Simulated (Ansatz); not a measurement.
# What is wrong with this input? (TeAs$_{2}$)

Intended: TeAs$_{2}$, PBE, plane waves and PAW in Ansatz. The input:

```yaml
crystal:
  lattice:
    - [-3.556454, 3.556454, 2.940516]
    - [3.556454, -3.556454, 2.940516]
    - [3.556454, 3.556454, -2.940516]
  atoms:
    - { symbol: Te, position: [0.75, 0.25, 0.5] }
    - { symbol: Te, position: [0.0, 0.0, 0.0] }
    - { symbol: As, position: [0.375, 0.625, 0.25] }
    - { symbol: As, position: [0.375, 0.125, 0.75] }
    - { symbol: As, position: [0.375, 0.625, 0.75] }
    - { symbol: As, position: [0.875, 0.625, 0.25] }
basis:
  ecutwfc: 420
kpoints:
  mp_grid: { grid: [8, 8, 8] }
hamiltonian:
  xc: pbe
  hubbard: { sites: [{ species: Fe, l: d, u_eff: 4.0 }] }
scf:
  occupations: { method: gaussian, width: 0.1 }
output:
  forces: true
  stress: true
  eigenvalues: true
```

Command:

```bash
ansatz run input.yaml --threads 1 --pin off --max-ram 2560MiB --backend cpu --events-out ev --progress --plain --runs-dir out
```

From the log:

```text
Error: inconsistent input (hamiltonian.hubbard.sites[].species, crystal.atoms): hamiltonian.hubbard: Fe is not a species of this cell
```

**Question.** Why did this happen?

**Answer.** The fault is a Hubbard U on a species that isn't in the cell. The entry names no atom of the cell. The cure is the entry removed.

The change to the input:

```diff
 hamiltonian:
-  hubbard: { sites: [{ species: Fe, l: d, u_eff: 4.0 }] }
```

The mended run converges, with a pressure of -0.69 GPa, no gap.

Time of the mended run: 54 s on 1 thread of Intel(R) Xeon(R) Processor @ 2.70GHz, on a shared host, peak memory 0.63 GiB.